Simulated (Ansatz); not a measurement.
Clean, relaxed (100) surface of TiN, space group Fm-3m (No. 225) (top face towards +c; atoms held fixed, by place in the list: 1, 2, 3, 4):

```xyz
8
Lattice="2.9726 0.0000 0.0000 0.0000 2.9726 0.0000 0.0000 0.0000 23.3059" Properties=species:S:1:pos:R:3 pbc="T T T"
Ti    1.4863    1.4863    8.5000
N     0.0000    0.0000    8.5000
Ti    0.0000    0.0000   10.6020
N     1.4863    1.4863   10.6020
Ti    1.4863    1.4863   12.7038
N     0.0000    0.0000   12.7162
Ti    0.0000    0.0000   14.6976
N     1.4863    1.4863   14.8589
```

Level of theory: Ansatz 0.2.0, DFT PBEsol, scalar-relativistic, plane waves, PAW. Settings: cutoff 420 eV, Γ-centred mesh 10×10×1 on the computed 8-atom cell, Gaussian smearing of 0.10 eV; no spin polarisation. A dipole correction removes the field between periodic images along c.

O (atom) is adsorbed on the top face, one adsorbate per 8.8 Å², and relaxed from 3 starting sites (fractions of a and b). The adsorption energy is E(slab + adsorbate) − E(slab) − E(free adsorbate, spin-polarised where open-shell). Heights count from the highest slab atom after relaxation. Δφ is the top face's. Δp counts per cell along +c. Bonded neighbours lie within 1.25 times the sum of covalent radii (1.35 for H) and, on that scale, within 12 % of the closest. With the adsorbate the cell is lengthened along c to keep the vacuum.

```tsv
start	ends at	E_ads (eV)	height (Å)	shortest contact	Δφ (eV)	Δp (e·Å)
top (N) at (0.50, 0.50)	(0.50, 0.50), 5 bonded neighbours (N and Ti)	-3.30	1.16	O–N 1.41 Å	+1.17	-0.040
hollow (Ti-Ti) at (0.00, 0.50)	(0.00, 0.50), 2 bonded neighbours (Ti), largest slab move 0.9 Å	-5.22	1.13	O–Ti 1.87 Å	+4.29	-0.210
bridge (N-Ti) at (0.25, 0.75)	(0.08, 0.92), 1 bonded neighbour (Ti), largest slab move 0.7 Å	-5.06	1.56	O–Ti 1.60 Å	+6.43	-0.313
```

Among the sites tried, the lowest end comes from the hollow (Ti-Ti) at (0.00, 0.50) start; other sites may lie lower.

Each end is the local minimum or symmetric point that its start leads to. The slab is only 6.3 Å thick, so the energies aren't converged with thickness.

For at least one of the starts the bottom face's work function also shifts by over 0.1 eV: the slab is too thin to screen the adsorbate, so the work functions aren't converged with thickness.

Spin polarisation was left out, and a magnetic state may lie lower.